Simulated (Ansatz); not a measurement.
Born–Oppenheimer molecular dynamics of a 20-atom SrY4 cell at 37.88 Å³/atom, computed with Ansatz: Langevin thermostat at 1720 K, 53 steps of 3.0 fs, friction 0.03 1/fs. The run is short and the cell small, so it isn't an equilibrium average.

```yaml
crystal:
  lattice:
    - [8.884072, 0.100213, -0.046507]
    - [0.100213, 9.601015, 0.262138]
    - [-0.046507, 0.262138, 8.891179]
  atoms:
    - { symbol: "Y", position: [0.9936304224, 0.9604851371, 0.1687781328] }
    - { symbol: "Y", position: [0.6000659172, 0.5459025735, 0.9236101872] }
    - { symbol: "Y", position: [0.9090453356, 0.3503063542, 0.6981847743] }
    - { symbol: "Y", position: [0.7515374028, 0.1612654887, 0.967323203] }
    - { symbol: "Y", position: [0.9681827495, 0.7520755612, 0.4846437839] }
    - { symbol: "Y", position: [0.7584827164, 0.1098911485, 0.4285086131] }
    - { symbol: "Y", position: [0.7209437542, 0.8819479079, 0.7707737671] }
    - { symbol: "Y", position: [0.9800294778, 0.6691967367, 0.9658950885] }
    - { symbol: "Y", position: [0.443959542, 0.2846453405, 0.1749997795] }
    - { symbol: "Y", position: [0.2960742494, 0.5661611658, 0.1834858359] }
    - { symbol: "Y", position: [0.2056930872, 0.2705912922, 0.392593268] }
    - { symbol: "Y", position: [0.7364153553, 0.7994544624, 0.2004983645] }
    - { symbol: "Y", position: [0.0976812487, 0.2153410821, 0.0223165056] }
    - { symbol: "Y", position: [0.0561806668, 0.0365298123, 0.6957814231] }
    - { symbol: "Y", position: [0.5576028291, 0.6422359448, 0.4891383459] }
    - { symbol: "Y", position: [0.7632162834, 0.4448452413, 0.2426245065] }
    - { symbol: Sr, position: [0.3411176482, 0.8846929974, 0.4470092791] }
    - { symbol: Sr, position: [0.2221637055, 0.559891317, 0.7165574673] }
    - { symbol: Sr, position: [0.460821728, 0.2440390064, 0.6876741387] }
    - { symbol: Sr, position: [0.4110505218, 0.9630445524, 0.0375822862] }
  symmetry: { detect: false }
basis:
  ecutwfc: 420
  xc_grid: 1
kpoints:
  mp_grid: { grid: [1, 1, 1], shift: [0.25, 0.25, 0.25] }
hamiltonian:
  xc: pbe
scf:
  occupations: { method: fermi_dirac, width: 0.1482 }
  lower_state_search: "off"
  convergence: { dr2_threshold: 1.0e-05 }
output:
  forces: true
  stress: true
md:
  timestep: 3.0
  n_steps: 53
  ensemble: nvt_langevin
  friction: 0.03
  temperature: 1720.0
  initial_velocities: maxwell_boltzmann
  seed: 74890
```

```bash
ansatz run input.yaml --threads 2 --pin off --max-ram 5120MiB --backend cpu --events-out ev --progress --plain --runs-dir out
```

Level of theory: Ansatz, DFT PBE, scalar-relativistic, plane waves, PAW.

6 frames, positions in Å (not wrapped into the cell) and forces in eV/Å:

```xyz
20
Lattice="8.884 0.100 -0.047 0.100 9.601 0.262 -0.047 0.262 8.891" Properties=species:S:1:pos:R:3:forces:R:3 pbc="T T T" time_fs=0.0 temperature_K=1634 free_energy_over_first_frame_eV=0.000
Y     8.916    9.365    1.706    1.420    0.000    0.250
Y     5.343    5.543    8.327    0.280    0.100   -0.360
Y     8.079    3.637    6.257   -0.550    0.880   -0.610
Y     6.648    1.877    8.608   -0.400    0.380    0.520
Y     8.654    7.445    4.461   -0.820   -0.550    0.020
Y     6.729    1.243    3.803    0.090   -0.560   -0.200
Y     6.457    8.742    7.051   -0.110   -0.320   -0.360
Y     8.729    6.776    8.718   -0.440   -0.250   -0.040
Y     3.965    2.823    1.610    1.230   -0.490   -0.530
Y     2.679    5.513    1.766   -0.300    0.990    0.440
Y     1.836    2.721    3.552   -1.960   -0.370    0.670
Y     6.613    7.802    1.958   -1.780   -0.480   -0.220
Y     0.888    2.083    0.250    0.750    2.230   -0.400
Y     0.470    0.539    6.193    0.060   -0.350    0.390
Y     4.995    6.350    4.491    1.140   -1.670    0.340
Y     6.814    4.411    2.238    1.190   -0.140    0.280
Sr    3.098    8.645    4.190   -0.320    1.520   -0.030
Sr    1.997    5.586    6.507    0.800    0.030   -0.010
Sr    4.086    2.569    6.157    0.290   -0.050    0.220
Sr    3.747    9.297    0.567   -0.570   -0.900   -0.380
20
Lattice="8.884 0.100 -0.047 0.100 9.601 0.262 -0.047 0.262 8.891" Properties=species:S:1:pos:R:3:forces:R:3 pbc="T T T" time_fs=33.0 temperature_K=1743 free_energy_over_first_frame_eV=-0.425
Y     9.041    9.172    1.703    1.010    0.580    0.080
Y     5.409    5.406    8.406   -0.230    0.410   -0.680
Y     7.918    3.801    6.300   -0.010    0.740   -0.530
Y     6.772    1.803    8.583   -0.570    0.230    0.740
Y     8.619    7.296    4.416   -0.540   -0.430    0.000
Y     6.788    1.142    3.967    0.200   -0.270   -0.910
Y     6.714    8.645    6.995   -1.040   -0.230   -0.150
Y     8.490    6.805    8.834    0.710   -0.910   -0.160
Y     3.786    2.776    1.498    2.450   -0.290   -0.520
Y     2.664    5.578    1.935   -0.460    0.850    0.120
Y     1.842    2.738    3.531   -1.940   -0.140    1.550
Y     6.474    7.937    2.009   -1.510   -0.610    0.090
Y     0.993    2.199    0.476   -0.490    1.460   -1.100
Y     0.421    0.628    6.158    0.630   -0.170    0.590
Y     4.959    6.288    4.635    1.170   -1.130    0.000
Y     6.937    4.437    2.129    0.680   -0.420    1.090
Sr    3.011    8.784    4.048    0.090    0.930    0.340
Sr    2.077    5.679    6.658    0.300   -0.020    0.190
Sr    4.243    2.547    6.109   -0.150   -0.040    0.270
Sr    3.663    9.130    0.577   -0.310   -0.560   -0.990
20
Lattice="8.884 0.100 -0.047 0.100 9.601 0.262 -0.047 0.262 8.891" Properties=species:S:1:pos:R:3:forces:R:3 pbc="T T T" time_fs=63.0 temperature_K=1762 free_energy_over_first_frame_eV=-1.705
Y     9.220    9.013    1.763    0.360    1.260   -0.230
Y     5.430    5.371    8.514   -0.060    0.600   -0.800
Y     7.905    3.894    6.265   -0.100    0.510   -0.400
Y     6.725    1.861    8.654    0.150   -0.140    0.750
Y     8.501    7.129    4.409    0.100   -0.300   -0.100
Y     6.706    1.146    3.853    0.620   -0.280   -0.890
Y     6.884    8.648    6.892   -1.510   -0.250    0.310
Y     8.438    6.742    8.887    0.800   -0.930   -0.120
Y     3.827    2.776    1.248    1.670   -0.590    0.510
Y     2.820    5.553    2.027   -0.700    0.880    0.120
Y     1.609    2.858    3.660   -1.030   -0.150    0.490
Y     6.373    7.947    2.005   -0.700   -0.680    0.220
Y     1.000    2.471    0.397   -0.650    0.590   -0.710
Y     0.375    0.648    6.166    0.870    0.080    0.400
Y     5.053    6.156    4.775    1.020   -0.680   -0.120
Y     7.051    4.382    2.241    0.310   -0.200    0.890
Sr    3.159    8.864    3.937   -0.040    0.590    0.690
Sr    2.154    5.772    6.775    0.090    0.000    0.110
Sr    4.383    2.527    6.102   -0.620    0.040    0.110
Sr    3.740    9.073    0.475   -0.590   -0.350   -1.250
20
Lattice="8.884 0.100 -0.047 0.100 9.601 0.262 -0.047 0.262 8.891" Properties=species:S:1:pos:R:3:forces:R:3 pbc="T T T" time_fs=96.0 temperature_K=1496 free_energy_over_first_frame_eV=-2.008
Y     9.229    9.027    1.883    0.480    1.130   -0.280
Y     5.313    5.441    8.477    0.210    0.660   -0.530
Y     7.865    3.940    6.170   -0.200    0.410    0.070
Y     6.620    1.896    8.835    1.050   -0.180    0.270
Y     8.252    6.992    4.342    1.170   -0.230    0.300
Y     6.775    1.449    3.799    0.420   -0.850   -0.640
Y     6.803    8.619    6.816   -0.850    0.300    0.370
Y     8.456    6.594    8.841    0.340   -0.530    0.370
Y     3.933    2.732    1.180    0.880   -0.430    0.930
Y     2.885    5.474    2.183   -0.510    1.020   -0.220
Y     1.516    2.938    3.608   -0.820   -0.440    0.470
Y     6.415    7.876    2.049   -1.280   -0.020   -0.360
Y     1.111    2.579    0.308   -1.070    0.510   -0.630
Y     0.545    0.855    6.120    0.090   -0.540    0.440
Y     5.119    6.085    4.838    0.390   -0.810    0.180
Y     6.802    4.456    2.353    0.600   -0.160    0.170
Sr    3.354    8.835    4.001   -0.260    0.730    0.510
Sr    2.058    5.814    6.784    0.380    0.060   -0.340
Sr    4.343    2.539    6.188   -0.660    0.010   -0.170
Sr    3.634    9.088    0.358   -0.340   -0.640   -0.930
20
Lattice="8.884 0.100 -0.047 0.100 9.601 0.262 -0.047 0.262 8.891" Properties=species:S:1:pos:R:3:forces:R:3 pbc="T T T" time_fs=126.0 temperature_K=1675 free_energy_over_first_frame_eV=-2.385
Y     9.245    9.056    1.904    0.650    0.970   -0.090
Y     5.290    5.496    8.434    0.400    0.560   -0.270
Y     7.871    3.862    6.204   -0.070    0.280    0.160
Y     6.646    1.652    9.092    0.960    0.220   -0.420
Y     8.349    6.918    4.275    1.070   -0.330    0.500
Y     6.934    1.437    3.824    0.120   -0.780   -0.520
Y     6.729    8.594    6.817   -0.580    0.140    0.130
Y     8.580    6.571    8.755   -0.220   -0.310    0.820
Y     4.015    2.600    1.132    0.120   -0.100    1.030
Y     2.994    5.439    2.309   -0.470    0.800   -0.530
Y     1.436    2.940    3.558   -0.700   -0.470    0.240
Y     6.423    7.879    2.123   -1.360   -0.160   -0.590
Y     1.106    2.604    0.114   -0.730    0.460   -0.120
Y     0.649    0.751    6.032   -0.150   -0.530    0.510
Y     5.255    5.835    4.814   -0.030    0.150    0.610
Y     6.618    4.409    2.389    1.040   -0.200   -0.380
Sr    3.497    8.895    4.083   -0.140    0.340    0.300
Sr    2.117    5.810    6.782    0.450    0.070   -0.660
Sr    4.338    2.655    6.135   -0.470   -0.410   -0.010
Sr    3.433    9.022    0.234    0.090   -0.680   -0.710
20
Lattice="8.884 0.100 -0.047 0.100 9.601 0.262 -0.047 0.262 8.891" Properties=species:S:1:pos:R:3:forces:R:3 pbc="T T T" time_fs=159.0 temperature_K=1318 free_energy_over_first_frame_eV=-1.794
Y     9.241    9.155    2.049    1.090    0.730   -0.020
Y     5.230    5.562    8.405    0.590    0.410   -0.020
Y     7.825    3.768    6.263   -0.200    0.490    0.020
Y     6.588    1.426    9.180    1.130    0.890   -1.020
Y     8.340    6.836    4.336    0.900   -0.230    0.100
Y     7.095    1.492    3.854   -0.380   -0.840   -0.610
Y     6.623    8.468    6.738   -0.570    0.250    0.250
Y     8.600    6.555    8.784   -0.160   -0.100    0.680
Y     4.087    2.599    1.153   -0.670   -0.010    0.740
Y     3.154    5.484    2.431   -0.600    0.740   -0.720
Y     1.400    3.042    3.461   -0.820   -0.630    0.220
Y     6.420    8.048    2.059   -1.450   -1.260    0.130
Y     0.987    2.577   -0.236    0.010    0.310    0.970
Y     0.527    0.620    6.063    0.120   -0.560    0.190
Y     5.287    5.621    4.871    0.110    0.900    0.380
Y     6.602    4.363    2.385    1.070    0.080   -0.550
Sr    3.554    8.959    4.170   -0.060    0.090    0.150
Sr    2.158    5.763    6.755    0.180    0.250   -0.680
Sr    4.281    2.719    5.943   -0.400   -0.830    0.330
Sr    3.327    9.059    0.151    0.130   -0.660   -0.520
```

Over the second half the temperature averages 1495 K and the pressure (kinetic part included, positive in compression) 0.6 GPa. Mean square displacements at the end: Sr 0.24 Å², Y 0.28 Å² (from the start of this run, the atoms' common shift taken off).

One k point is coarse for so small a cell, so forces and above all the pressure are rough.

Time: 4.4 min on 2 threads of Arm Neoverse V1, on a shared host, peak memory 0.89 GiB.